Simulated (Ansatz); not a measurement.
CuCl:
```
CELL_PARAMETERS angstrom
      0.00000     2.64496     2.64496
      2.64496     0.00000     2.64496
      2.64496     2.64496     0.00000
ATOMIC_POSITIONS crystal
  Cu 0.00000 0.00000 0.00000
  Cl 0.75000 0.75000 0.75000
```

Relaxed with PBEsol.

### Question
Which orbitals make up the states near the band edges in DFT-PBEsol in the program Ansatz with PAW potentials?

### Answer
Top 1 eV of the valence band: Cu 3d 79 %, Cl 3p 18 %. Bottom 1 eV of the conduction band: Cu 4s 64 %, Cl 3s 20 %, Cl 3p 12 %. Projections are on Löwdin-orthogonalised atomic valence shells; empty p or d shells of many metals are not among them.

### Question
Tabulate the density of states.

### Answer
States/eV per cell of 2 atoms, in 0.25 eV bins, energy from the valence-band maximum.

```
E (eV)  total  Cu 3d  Cl 3p  Cu 4s
------  -----  -----  -----  -----
-7.20    0.00   0.00   0.00   0.00
-6.95    1.07   0.04   0.85   0.16
-6.70    4.01   0.20   3.12   0.62
-6.45    1.87   0.13   1.42   0.28
-6.20    0.67   0.09   0.51   0.06
-5.95    1.80   0.21   1.49   0.07
-5.70    2.19   0.29   1.81   0.06
-5.45    3.95   0.59   3.27   0.03
-5.20    8.43   1.74   6.61   0.00
-4.95    0.00   0.00   0.00   0.00
-4.70    0.00   0.00   0.00   0.00
-4.45    0.00   0.00   0.00   0.00
-4.20    0.00   0.00   0.00   0.00
-3.95    0.00   0.00   0.00   0.00
-3.70    0.00   0.00   0.00   0.00
-3.45    0.00   0.00   0.00   0.00
-3.20    0.00   0.00   0.00   0.00
-2.95    0.00   0.00   0.00   0.00
-2.70    0.00   0.00   0.00   0.00
-2.45    0.00   0.00   0.00   0.00
-2.20    0.00   0.00   0.00   0.00
-1.95    6.38   6.18   0.05   0.02
-1.70   10.18  10.00   0.06   0.03
-1.45    5.21   4.87   0.18   0.04
-1.20    5.10   4.60   0.34   0.01
-0.95    5.45   4.59   0.72   0.02
-0.70    4.43   3.49   0.82   0.02
-0.45    2.15   1.60   0.49   0.02
-0.20    1.03   0.73   0.28   0.01
0.05     0.08   0.05   0.02   0.00
0.30     0.00   0.00   0.00   0.00
0.55     0.00   0.00   0.00   0.00
0.80     0.01   0.00   0.00   0.01
1.05     0.04   0.00   0.00   0.02
1.30     0.06   0.00   0.01   0.04
1.55     0.08   0.00   0.01   0.05
1.80     0.11   0.00   0.02   0.07
2.05     0.14   0.00   0.02   0.09
2.30     0.18   0.00   0.03   0.12
2.55     0.24   0.00   0.03   0.16
2.80     0.35   0.00   0.05   0.22
3.05     0.58   0.01   0.07   0.36
3.30     0.78   0.01   0.09   0.40
3.55     1.02   0.02   0.10   0.44
3.80     1.07   0.02   0.10   0.44
4.05     1.08   0.02   0.10   0.42
4.30     0.99   0.02   0.09   0.37
4.55     0.98   0.02   0.11   0.36
4.80     1.12   0.02   0.12   0.34
5.05     0.97   0.01   0.11   0.28
5.30     2.27   0.02   0.23   0.65
```

Space group F-43m (zinc blende). The PBEsol relaxation kept the symmetry of its start. No spin polarisation was allowed.

Potentials: the earlier of the program's two PAW sets. The files were generated under PBE; for other functionals the program regenerates the frozen cores, and for LDA and PBEsol the local potential too.
